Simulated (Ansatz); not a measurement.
Consider the following.

Be2Sn:
```cif
data_Be2Sn
_chemical_formula_sum 'Sn1 Be2'
_space_group_name_H-M_alt 'P 1'
_space_group_IT_number 1
_cell_length_a 4.10977
_cell_length_b 4.10977
_cell_length_c 4.10977
_cell_angle_alpha 60.000
_cell_angle_beta 60.000
_cell_angle_gamma 60.000
loop_
_space_group_symop_operation_xyz
  'x, y, z'
loop_
_atom_site_label
_atom_site_type_symbol
_atom_site_fract_x
_atom_site_fract_y
_atom_site_fract_z
_atom_site_occupancy
Sn1 Sn 0.00000 0.00000 0.00000 1
Be1 Be 0.25000 0.25000 0.25000 1
Be2 Be 0.75000 0.75000 0.75000 1
```

This is the PBE-relaxed structure.

### Question
All from PBE (plane waves, PAW; program Ansatz), unless another level is named. Give the density of states at the Fermi level.

### Answer
0.16 states/eV per atom (mean over ±0.08 eV).

### Question
Next, the formation energy from the elements (no fitted shifts)?

### Answer
553 meV/atom.

Space group Fm-3m (fluorite or antifluorite type). The cell is a constructed one: a structure type filled with these elements; neither database checked (COD, Materials Project) lists it. Whether it is the stable phase at ambient conditions was not checked. Symmetry was held in the PBE relaxation; whether a distortion lowers the energy is not shown. The references are the lowest solids computed at this level, not always the standard phases. Spin–orbit coupling is left out wherever it is not named.

Potentials: the earlier of the program's two PAW sets.
